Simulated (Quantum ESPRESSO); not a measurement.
## Calculated data, CaMg2ZnO4 (made-up cell)

All values are calculated (Quantum ESPRESSO 7.5). Calculation on a made-up crystal cell, not a measurement: periodic Kohn-Sham density functional theory in plane waves with PseudoDojo standard norm-conserving scalar-relativistic pseudopotentials, each functional with its own files (v0.5 for PBE, v0.4.1 for LDA and PBEsol), no spin polarisation, no spin-orbit coupling, atoms not relaxed, stress positive in tension, energies less a fixed whole-eV offset for each atom's element; levels are Kohn-Sham levels at fractions of this cell's reciprocal vectors, counted from the reference band (half the neutral cell's valence electrons, rounded up) at Gamma; error bars cover cutoff and k-mesh only, not smearing or the files; each bar is the largest change over components, and at least 0.002 eV, 0.002 eV per angstrom or 0.02 GPa; added strain carries the atoms with the cell, and shear is the tensor component; energies are for the whole cell, and the offsets were chosen from early runs and are not element reference energies.

Common to all runs: lattice type rocksalt; functional pbe; cutoff 1143 eV; fermi dirac smearing 0.025 eV; scf tolerance 1e-07 eV; electrons removed 0; k mesh 4 x 4 x 4, shifted by half a step.

(1) CaMg2ZnO4 (made-up cell)

Unstrained structure:
```
cell vectors (Å)
   4.5256    -0.0230    -0.0393
  -0.0230     4.4832    -0.0202
  -0.0393    -0.0202     4.5439
atoms (fractions of the cell vectors)
Zn -0.00868 -0.03695  0.00709
Ca -0.00570  0.52505  0.50205
Mg  0.51560 -0.00244  0.48008
Mg  0.47813  0.52854  0.00671
O   0.49354  0.00089 -0.04769
O   0.49062  0.51613  0.48760
O   0.98751  0.06198  0.49186
O   1.01112  0.51487  0.02551
```

```
added strain kind        : biaxial xx and yy
added strain             : -0.023
structure shown          : before the added strain of -0.023
free energy less offsets : 0.8809 eV
scf iterations           : 12
smearing term minus ts   : 0 eV
pressure                 : 4.217 GPa
stress xx                : -4.239 GPa
stress yy                : -8.737 GPa
stress zz                : 0.3265 GPa
stress yz                : -0.8356 GPa
stress xz                : -1.425 GPa
stress xy                : -0.7288 GPa
error bar energy         : 0.002 eV
error bar stress         : 0.03853 GPa
error bar force          : 0.004781 eV/Å
error bars from          : tighter rerun of a related cell
```

Atoms:
```tsv
atoms element	atom site	atom energy offset (eV)
Zn	1	-5687
Ca	2	-1055
Mg	3	-1617
Mg	4	-1617
O	5	-452
O	6	-452
O	7	-452
O	8	-452
```

Forces:
```tsv
site	x (eV/Å)	y (eV/Å)	z (eV/Å)
1	0.01317	1.529	-0.1429
2	0.01191	1.064	1
3	-0.5058	1.015	0.5345
4	0.3533	-0.976	-0.3316
5	0.1651	0.1582	0.9434
6	0.3796	0.3767	-0.307
7	0.008239	-3.205	-0.3418
8	-0.4255	0.03888	-1.355
```

(2) CaMg2ZnO4 (made-up cell)

Structure as in entry 1.

```
added strain kind        : biaxial xx and yy
added strain             : -0.0116
structure shown          : before the added strain of -0.0116
free energy less offsets : 0.8243 eV
scf iterations           : 12
smearing term minus ts   : 0 eV
pressure                 : 0.8028 GPa
stress xx                : -0.3781 GPa
stress yy                : -4.203 GPa
stress zz                : 2.172 GPa
stress yz                : -0.8961 GPa
stress xz                : -1.429 GPa
stress xy                : -0.6757 GPa
error bar energy         : 0.002 eV
error bar stress         : 0.03853 GPa
error bar force          : 0.004781 eV/Å
error bars from          : tighter rerun of a related cell
```

Atoms:
```tsv
atoms element	atom site	atom energy offset (eV)
Zn	1	-5687
Ca	2	-1055
Mg	3	-1617
Mg	4	-1617
O	5	-452
O	6	-452
O	7	-452
O	8	-452
```

Forces:
```tsv
site	x (eV/Å)	y (eV/Å)	z (eV/Å)
1	0.0211	1.34	-0.127
2	0.01	0.8509	0.9585
3	-0.4271	0.9425	0.5193
4	0.2616	-0.8687	-0.3242
5	0.1644	0.06709	0.9421
6	0.3641	0.4203	-0.2847
7	-0.05452	-2.984	-0.3317
8	-0.3396	0.2323	-1.352
```

(3) CaMg2ZnO4 (made-up cell)

Structure as in entry 1.

```
added strain kind        : biaxial xx and yy
added strain             : -0.0071
structure shown          : before the added strain of -0.0071
free energy less offsets : 0.8162 eV
scf iterations           : 12
smearing term minus ts   : 0 eV
pressure                 : -0.4295 GPa
stress xx                : 0.9968 GPa
stress yy                : -2.583 GPa
stress zz                : 2.874 GPa
stress yz                : -0.9161 GPa
stress xz                : -1.43 GPa
stress xy                : -0.6567 GPa
error bar energy         : 0.002 eV
error bar stress         : 0.03853 GPa
error bar force          : 0.004781 eV/Å
error bars from          : tighter rerun of a related cell
```

Atoms:
```tsv
atoms element	atom site	atom energy offset (eV)
Zn	1	-5687
Ca	2	-1055
Mg	3	-1617
Mg	4	-1617
O	5	-452
O	6	-452
O	7	-452
O	8	-452
```

Forces:
```tsv
site	x (eV/Å)	y (eV/Å)	z (eV/Å)
1	0.02387	1.27	-0.1207
2	0.009999	0.7713	0.9432
3	-0.3979	0.9162	0.5133
4	0.2278	-0.8296	-0.321
5	0.1641	0.03431	0.9404
6	0.3571	0.436	-0.2766
7	-0.07738	-2.901	-0.3282
8	-0.3076	0.3025	-1.35
```

(4) CaMg2ZnO4 (made-up cell)

Structure as in entry 1.

```
added strain kind        : biaxial xx and yy
added strain             : 0.0104
structure shown          : before the added strain of 0.0104
free energy less offsets : 0.8521 eV
scf iterations           : 12
smearing term minus ts   : 0 eV
pressure                 : -4.649 GPa
stress xx                : 5.605 GPa
stress yy                : 2.891 GPa
stress zz                : 5.451 GPa
stress yz                : -0.9742 GPa
stress xz                : -1.426 GPa
stress xy                : -0.5914 GPa
error bar energy         : 0.002 eV
error bar stress         : 0.03853 GPa
error bar force          : 0.004781 eV/Å
error bars from          : tighter rerun of a related cell
```

Atoms:
```tsv
atoms element	atom site	atom energy offset (eV)
Zn	1	-5687
Ca	2	-1055
Mg	3	-1617
Mg	4	-1617
O	5	-452
O	6	-452
O	7	-452
O	8	-452
```

Forces:
```tsv
site	x (eV/Å)	y (eV/Å)	z (eV/Å)
1	0.03543	1.03	-0.09623
2	0.008533	0.4922	0.8894
3	-0.2995	0.82	0.4905
4	0.1096	-0.6873	-0.3073
5	0.1623	-0.08211	0.929
6	0.3359	0.4881	-0.2488
7	-0.1562	-2.607	-0.3167
8	-0.196	0.546	-1.34
```

(5) CaMg2ZnO4 (made-up cell)

Structure as in entry 1.

```
added strain kind        : biaxial xx and yy
added strain             : 0.0167
structure shown          : before the added strain of 0.0167
free energy less offsets : 0.8889 eV
scf iterations           : 12
smearing term minus ts   : 0 eV
pressure                 : -5.97 GPa
stress xx                : 7.01 GPa
stress yy                : 4.575 GPa
stress zz                : 6.325 GPa
stress yz                : -0.9899 GPa
stress xz                : -1.423 GPa
stress xy                : -0.5716 GPa
error bar energy         : 0.002 eV
error bar stress         : 0.03853 GPa
error bar force          : 0.004781 eV/Å
error bars from          : tighter rerun of this cell
```

Atoms:
```tsv
atoms element	atom site	atom energy offset (eV)
Zn	1	-5687
Ca	2	-1055
Mg	3	-1617
Mg	4	-1617
O	5	-452
O	6	-452
O	7	-452
O	8	-452
```

Forces:
```tsv
site	x (eV/Å)	y (eV/Å)	z (eV/Å)
1	0.03873	0.9519	-0.08731
2	0.008131	0.4028	0.8721
3	-0.2671	0.7866	0.482
4	0.07198	-0.6365	-0.3023
5	0.1619	-0.1191	0.9233
6	0.3278	0.5024	-0.2398
7	-0.1817	-2.51	-0.3132
8	-0.1598	0.6215	-1.335
```

(6) CaMg2ZnO4 (made-up cell)

Structure as in entry 1.

```
added strain kind        : biaxial xx and yy
added strain             : 0.0195
structure shown          : before the added strain of 0.0195
free energy less offsets : 0.9087 eV
scf iterations           : 12
smearing term minus ts   : 0 eV
pressure                 : -6.526 GPa
stress xx                : 7.593 GPa
stress yy                : 5.283 GPa
stress zz                : 6.702 GPa
stress yz                : -0.9973 GPa
stress xz                : -1.42 GPa
stress xy                : -0.5607 GPa
error bar energy         : 0.002 eV
error bar stress         : 0.03853 GPa
error bar force          : 0.004781 eV/Å
error bars from          : tighter rerun of a related cell
```

Atoms:
```tsv
atoms element	atom site	atom energy offset (eV)
Zn	1	-5687
Ca	2	-1055
Mg	3	-1617
Mg	4	-1617
O	5	-452
O	6	-452
O	7	-452
O	8	-452
```

Forces:
```tsv
site	x (eV/Å)	y (eV/Å)	z (eV/Å)
1	0.04014	0.9189	-0.08332
2	0.007649	0.3628	0.8646
3	-0.2532	0.7732	0.4784
4	0.05542	-0.6167	-0.3
5	0.1619	-0.1351	0.9205
6	0.3252	0.5091	-0.2361
7	-0.1924	-2.467	-0.3117
8	-0.1447	0.655	-1.332
```

(7) CaMg2ZnO4 (made-up cell)

Structure as in entry 1.

```
added strain kind        : biaxial xx and yy
added strain             : 0.0236
structure shown          : before the added strain of 0.0236
free energy less offsets : 0.9418 eV
scf iterations           : 12
smearing term minus ts   : 0 eV
pressure                 : -7.308 GPa
stress xx                : 8.409 GPa
stress yy                : 6.267 GPa
stress zz                : 7.248 GPa
stress yz                : -1.006 GPa
stress xz                : -1.415 GPa
stress xy                : -0.5469 GPa
error bar energy         : 0.002 eV
error bar stress         : 0.03853 GPa
error bar force          : 0.004781 eV/Å
error bars from          : tighter rerun of a related cell
```

Atoms:
```tsv
atoms element	atom site	atom energy offset (eV)
Zn	1	-5687
Ca	2	-1055
Mg	3	-1617
Mg	4	-1617
O	5	-452
O	6	-452
O	7	-452
O	8	-452
```

Forces:
```tsv
site	x (eV/Å)	y (eV/Å)	z (eV/Å)
1	0.04193	0.8724	-0.07752
2	0.007757	0.3076	0.8541
3	-0.2332	0.7539	0.4732
4	0.03243	-0.5882	-0.2966
5	0.1614	-0.1573	0.9162
6	0.32	0.5183	-0.2309
7	-0.2077	-2.408	-0.3098
8	-0.1228	0.7011	-1.329
```

(8) CaMg2ZnO4 (made-up cell)

Unstrained structure:
```
cell vectors (Å)
   4.5292     0.0156    -0.0543
   0.0156     4.5717     0.0099
  -0.0543     0.0099     4.6086
atoms (fractions of the cell vectors)
Mg  0.00990  0.00851 -0.01707
Ca  0.00122  0.51577  0.47981
Zn  0.49606 -0.02274  0.51540
Mg  0.50553  0.49054 -0.00009
O   0.50982  0.00878  0.00963
O   0.50135  0.48429  0.50215
O   0.99641  0.00401  0.47500
O   0.99720  0.49125 -0.00191
```

```
added strain kind        : uniform
added strain             : -0.0209
structure shown          : before the added strain of -0.0209
free energy less offsets : 0.2894 eV
scf iterations           : 11
smearing term minus ts   : 0 eV
pressure                 : -1.554 GPa
stress xx                : 0.7295 GPa
stress yy                : 1.518 GPa
stress zz                : 2.413 GPa
stress yz                : 0.09452 GPa
stress xz                : -2.305 GPa
stress xy                : 0.554 GPa
error bar energy         : 0.002 eV
error bar stress         : 0.03767 GPa
error bar force          : 0.002 eV/Å
error bars from          : tighter rerun of a related cell
```

Atoms:
```tsv
atoms element	atom site	atom energy offset (eV)
Mg	1	-1617
Ca	2	-1055
Zn	3	-5687
Mg	4	-1617
O	5	-452
O	6	-452
O	7	-452
O	8	-452
```

Forces:
```tsv
site	x (eV/Å)	y (eV/Å)	z (eV/Å)
1	-0.2175	0.0679	0.3622
2	-0.05846	-0.8687	0.7688
3	0.135	0.4879	-0.3315
4	0.005716	-0.08364	-0.06144
5	-0.3093	-0.4842	-0.5598
6	-0.05697	0.4416	0.1033
7	0.2545	0.141	0.5779
8	0.2471	0.2982	-0.8594
```

(9) CaMg2ZnO4 (made-up cell)

Structure as in entry 8.

```
added strain kind : uniform
added strain      : -0.0148
structure shown   : before the added strain of -0.0148
```

Atoms:
```tsv
atoms element	atom site	atom energy offset (eV)
Mg	1	-1617
Ca	2	-1055
Zn	3	-5687
Mg	4	-1617
O	5	-452
O	6	-452
O	7	-452
O	8	-452
```

(10) CaMg2ZnO4 (made-up cell)

Structure as in entry 8.

```
added strain kind : uniform
added strain      : -0.0127
structure shown   : before the added strain of -0.0127
```

Atoms:
```tsv
atoms element	atom site	atom energy offset (eV)
Mg	1	-1617
Ca	2	-1055
Zn	3	-5687
Mg	4	-1617
O	5	-452
O	6	-452
O	7	-452
O	8	-452
```

To be estimated
1. CaMg2ZnO4 (made-up cell) (entry 9): stress xz?
2. Estimate the stress xy of CaMg2ZnO4 (made-up cell) (entry 9).
3. What stress yy does the calculation give for CaMg2ZnO4 (made-up cell) (entry 10)?
4. CaMg2ZnO4 (made-up cell) (entry 10): stress yz?
5. What pressure does the calculation give for CaMg2ZnO4 (made-up cell) (entry 10)?

## Answers
1. -2.27 GPa
2. 0.5432 GPa
3. 4.562 GPa
4. 0.1157 GPa
5. -4.571 GPa

Further results for CaMg2ZnO4 (made-up cell) (entry 9):

```
free energy less offsets : 0.3177 eV
scf iterations           : 12
smearing term minus ts   : 0 eV
pressure                 : -3.831 GPa
stress xx                : 3.106 GPa
stress yy                : 3.815 GPa
stress zz                : 4.572 GPa
stress yz                : 0.1113 GPa
error bar energy         : 0.002 eV
error bar stress         : 0.03767 GPa
error bar force          : 0.002 eV/Å
error bars from          : tighter rerun of a related cell
```

Forces:
```tsv
site	x (eV/Å)	y (eV/Å)	z (eV/Å)
1	-0.2146	0.08733	0.3705
2	-0.05835	-0.8436	0.7215
3	0.1313	0.4746	-0.3225
4	0.0168	-0.1062	-0.0621
5	-0.3067	-0.4561	-0.5629
6	-0.05732	0.4578	0.09828
7	0.2553	0.1072	0.5651
8	0.2335	0.279	-0.808
```

Further results for CaMg2ZnO4 (made-up cell) (entry 10):

```
free energy less offsets : 0.3327 eV
scf iterations           : 12
smearing term minus ts   : 0 eV
stress xx                : 3.878 GPa
stress zz                : 5.273 GPa
stress xz                : -2.257 GPa
stress xy                : 0.5377 GPa
error bar energy         : 0.002 eV
error bar stress         : 0.03767 GPa
error bar force          : 0.002 eV/Å
error bars from          : tighter rerun of a related cell
```

Forces:
```tsv
site	x (eV/Å)	y (eV/Å)	z (eV/Å)
1	-0.2137	0.09373	0.3728
2	-0.05884	-0.8348	0.7046
3	0.1304	0.4696	-0.3198
4	0.02049	-0.1132	-0.06252
5	-0.306	-0.4463	-0.5636
6	-0.0572	0.4627	0.09613
7	0.2558	0.09583	0.5612
8	0.2289	0.2723	-0.7889
```
